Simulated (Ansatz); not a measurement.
Si$_{3}$N$_{4}$:
```cif
data_N8Si6
_chemical_formula_sum 'Si6 N8'
_space_group_name_H-M_alt 'P 1'
_space_group_IT_number 1
_cell_length_a 7.60577
_cell_length_b 7.60577
_cell_length_c 2.90575
_cell_angle_alpha 90.000
_cell_angle_beta 90.000
_cell_angle_gamma 120.000
loop_
_space_group_symop_operation_xyz
  'x, y, z'
loop_
_atom_site_label
_atom_site_type_symbol
_atom_site_fract_x
_atom_site_fract_y
_atom_site_fract_z
_atom_site_occupancy
Si1 Si 0.17543 0.76938 0.25000 1
Si2 Si 0.40604 0.17543 0.75000 1
Si3 Si 0.23062 0.40604 0.25000 1
Si4 Si 0.82457 0.23062 0.75000 1
Si5 Si 0.59396 0.82457 0.25000 1
Si6 Si 0.76938 0.59396 0.75000 1
N1 N 0.33333 0.66667 0.25000 1
N2 N 0.66667 0.33333 0.75000 1
N3 N 0.33031 0.03126 0.25000 1
N4 N 0.29905 0.33031 0.75000 1
N5 N 0.96874 0.29905 0.25000 1
N6 N 0.66969 0.96874 0.75000 1
N7 N 0.70095 0.66969 0.25000 1
N8 N 0.03126 0.70095 0.75000 1
```

Relaxed with r²SCAN.

Problem. Give the optical modes at the zone centre with their infrared and Raman activity from DFPT, r²SCAN (plane waves, PAW; program Ansatz).

Solution. Transverse frequencies, without the LO–TO term; a row sums one degenerate level.

```tsv
ω (cm⁻¹)	degeneracy	IR ((D/Å)²/amu)	Raman (Å⁴/amu)	activity
185	2	0.00	1.2	Raman
209	1	0.00	3.4	Raman
228	2	0.00	1.1	Raman
255	1	0.00	0	silent
276	1	0.00	0	silent
310	2	0.00	0	silent
380	1	8.81	0	IR
417	1	0.00	0	silent
433	2	26.22	0	IR
452	2	0.00	0.90	Raman
463	1	0.00	0	silent
562	1	0.00	0	silent
573	2	22.92	0	IR
620	2	0.00	2.3	Raman
655	1	0.00	0	silent
734	1	0.00	2.2	Raman
854	1	137.05	0	IR
864	2	0.00	9.1	Raman
867	2	0.00	0	silent
882	1	0.00	0	silent
894	2	230.27	0	IR
928	2	0.00	7.8	Raman
940	1	0.00	8.5	Raman
1032	2	10.88	0	IR
1048	2	0.00	10	Raman
1068	1	0.00	0	silent
```

Problem. How high does the top mode go among those that the LO–TO term moves?

Solution. 1144 cm⁻¹ for q along x, 1144 cm⁻¹ for q along y, 1113 cm⁻¹ for q along z.

Space group P6_3/m. The cell was relaxed with r²SCAN under the symmetry of its start; phonons on a q-mesh show no instability.

Potentials: the later of the program's two PAW sets.
